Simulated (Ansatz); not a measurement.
Starting cell, MgO (rock salt):

```xyz
4
Lattice="0.0000 4.2537 4.2537 2.1269 2.1269 4.2537 2.1269 2.1269 0.0000" Properties=species:S:1:pos:R:3 pbc="T T T"
O      0.0000     0.0000     0.0000
O      2.1269     4.2537     2.1269
Mg     2.1269     2.1269     2.1269
Mg     2.1269     4.2537     4.2537
```

The atoms are displaced by Q × the pattern below (from a DFPT mode at X = (0.5, 0.5, 0.0), largest move 1; Q in Å), at fixed cell. (q is in reciprocal vectors of the primitive cell; the cell shown is doubled to hold the pattern.)

| atom | x | y | z |
|---|---|---|---|
| O1 | 0.000 | 0.000 | -0.138 |
| O2 | 0.000 | 0.000 | 0.138 |
| Mg3 | 0.000 | 0.000 | 1.000 |
| Mg4 | 0.000 | 0.000 | -1.000 |

Calculation: PBE (plane waves to 420 eV, PAW, scalar-relativistic; Ansatz, a first-principles code). k mesh 13×13×13 (Γ-centred), Fermi-Dirac smearing 0.05 eV. The energy includes the smearing's −TS. MgO was relaxed with its symmetry unable to fall. The zero of ΔE is the undisplaced structure.

```json
[
 {"Q (Å)": "-0.1000", "ΔE (meV/cell)": "withheld"},
 {"Q (Å)": "-0.0833", "ΔE (meV/cell)": "102.1"},
 {"Q (Å)": "-0.0667", "ΔE (meV/cell)": "65.0"},
 {"Q (Å)": "-0.0500", "ΔE (meV/cell)": "36.4"},
 {"Q (Å)": "-0.0333", "ΔE (meV/cell)": "16.1"},
 {"Q (Å)": "-0.0167", "ΔE (meV/cell)": "4.0"},
 {"Q (Å)": "0.0000", "ΔE (meV/cell)": "0.0"},
 {"Q (Å)": "0.0167", "ΔE (meV/cell)": "4.0"},
 {"Q (Å)": "0.0333", "ΔE (meV/cell)": "16.1"},
 {"Q (Å)": "0.0500", "ΔE (meV/cell)": "36.4"},
 {"Q (Å)": "0.0667", "ΔE (meV/cell)": "65.0"},
 {"Q (Å)": "0.0833", "ΔE (meV/cell)": "102.1"},
 {"Q (Å)": "0.1000", "ΔE (meV/cell)": "withheld"}
]
```

**Question.** Fit an even polynomial form (powers 2, 4) to the given rows and predict ΔE at Q = -0.1000.

**Answer.** Least squares on the 11 given rows: ΔE = (14450)·Q² + (37210)·Q⁴, in meV/cell with Q in Å; root-mean-square residual 0.03 meV/cell. At -0.1000 the fit gives 148.2 meV/cell; the calculation gives 148.0 meV/cell, so the extrapolation is off by 0.2 (+0.1 %). The quadratic term alone would give 144.5 meV/cell.

(A displaced cell: forces are minus the slopes of the energy, force constants its curvatures, and phonons follow from these.)
